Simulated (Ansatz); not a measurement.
ScPt3 (Cu3Au type)

```
CELL_PARAMETERS angstrom
      7.84478     0.00000     0.00000
      0.00000     3.92239     0.00000
      0.00000     0.00000     3.92239
ATOMIC_POSITIONS crystal
  Sc 0.00000 0.00000 0.00000
  Sc 0.50000 0.00000 0.00000
  Pt 0.25000 0.50000 0.00000
  Pt 0.75000 0.50000 0.00000
  Pt 0.00000 0.50000 0.50000
  Pt 0.50000 0.50000 0.50000
  Pt 0.25000 0.00000 0.50000
  Pt 0.75000 0.00000 0.50000
```

A phonon eigenvector at X = (0.5, 0.0, 0.0) is frozen into this cell: atom i moves by Q times the vector below, so Q is the largest atomic displacement, in Å. The cell is held. (q is in reciprocal vectors of the primitive cell; the cell shown is doubled to hold the pattern.)

```tsv
atom	x	y	z
Pt3	1.000	0.000	0.000
Pt4	-1.000	0.000	0.000
Pt7	-1.000	0.000	0.000
Pt8	1.000	0.000	0.000
```

Atoms not listed stay in place.

Calculation: LDA (plane waves to 420 eV, PAW, scalar-relativistic; Ansatz, an electronic-structure program). k mesh 6×12×12 (Γ-centred), Fermi-Dirac smearing 0.05 eV. The energy includes the smearing's −TS. With partly filled bands, energies and forces of such displacements shift with the k mesh and the smearing. ScPt3 is run without spin polarisation. ScPt3 was relaxed with its symmetry unable to fall. Spin-orbit coupling is left out, though Pt is heavy. The zero of ΔE is the undisplaced structure. The last digit holds for this mesh only.

| Q (Å) | ΔE (meV/cell) |
|---|---|
| -0.180 | 657.3 |
| -0.150 | 449.5 |
| -0.120 | 284.2 |
| -0.090 | withheld |
| -0.060 | 70.2 |
| -0.030 | 17.5 |
| 0.000 | 0.0 |
| 0.030 | 17.5 |
| 0.060 | 70.2 |
| 0.090 | withheld |
| 0.120 | 284.2 |
| 0.150 | 449.5 |
| 0.180 | 657.3 |

Task: Fit an even polynomial form (powers 2, 4, 6) to the given rows and predict ΔE at Q = 0.090.

Result: Least squares on the 11 given rows: ΔE = (19390)·Q² + (22170)·Q⁴ + (171900)·Q⁶, in meV/cell with Q in Å; root-mean-square residual 0.08 meV/cell. At 0.090 the fit gives 158.6 meV/cell; the calculation gives 158.6 meV/cell, the same to the digits shown. The quadratic term alone would give 157.1 meV/cell.

(A displaced cell: forces are minus the slopes of the energy, force constants its curvatures, and phonons follow from these.)
